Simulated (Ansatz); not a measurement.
Al:
```xyz
1
Lattice="0.0000 1.9874 1.9874 1.9874 0.0000 1.9874 1.9874 1.9874 0.0000" Properties=species:S:1:pos:R:3 pbc="T T T"
Al     0.0000     0.0000     0.0000
```

Relaxed with r²SCAN+D4. Special points in fractions of this cell's reciprocal vectors: Γ (0.000, 0.000, 0.000); X (0.500, 0.000, 0.500); U (0.625, 0.250, 0.625); K (0.375, 0.375, 0.750); L (0.500, 0.500, 0.500); W (0.500, 0.250, 0.750).

### Question
List the band energies nearest the Fermi level at these points for plane-wave PAW r²SCAN+D4 (Ansatz code).

### Answer
In eV from the Fermi level; about four levels below and three above (degenerate sets whole), none deeper than 8.9 eV; … stands for higher levels left out; points with the same levels are listed once.

```tsv
k	below	above
Γ	–	…
X	-3.29 -1.68	5.46 …
U	-2.15 -1.64 -0.18	…
L	-5.21 -4.60	…
W	-1.01 -1.01 -0.07	…
```

Space group Fm-3m (fcc (Cu type)). The r²SCAN+D4 relaxation kept the symmetry of its start. The pairwise dispersion correction was not fitted to metals.

Potentials: the earlier of the program's two PAW sets.
